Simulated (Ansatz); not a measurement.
Given:

PbSe:
```
PbSe
1.0
    0.00000     3.08887     3.08887
    3.08887     0.00000     3.08887
    3.08887     3.08887     0.00000
Se Pb
1 1
Direct
  0.00000   0.00000   0.00000
  0.50000   0.50000   0.50000
```

This is the r²SCAN-relaxed structure.

Problem. All from plane-wave PAW r²SCAN (Ansatz code), unless another level is named. Predict the Poisson's ratio.

Solution. 0.26.

Problem. What about the highest zone-centre frequency (without LO–TO term)?

Solution. 26 cm^-1.

Problem. And the elastic constants (relaxed ions, GPa)?

Solution. C11 = 128, C12 = 13.3, C44 = 18.3.

Space group Fm-3m (rock salt). The cell was relaxed with r²SCAN under the symmetry of its start; of distortions, only those at the zone centre were tested. Spin–orbit coupling is left out wherever it is not named.

Potentials: the later of the program's two PAW sets.
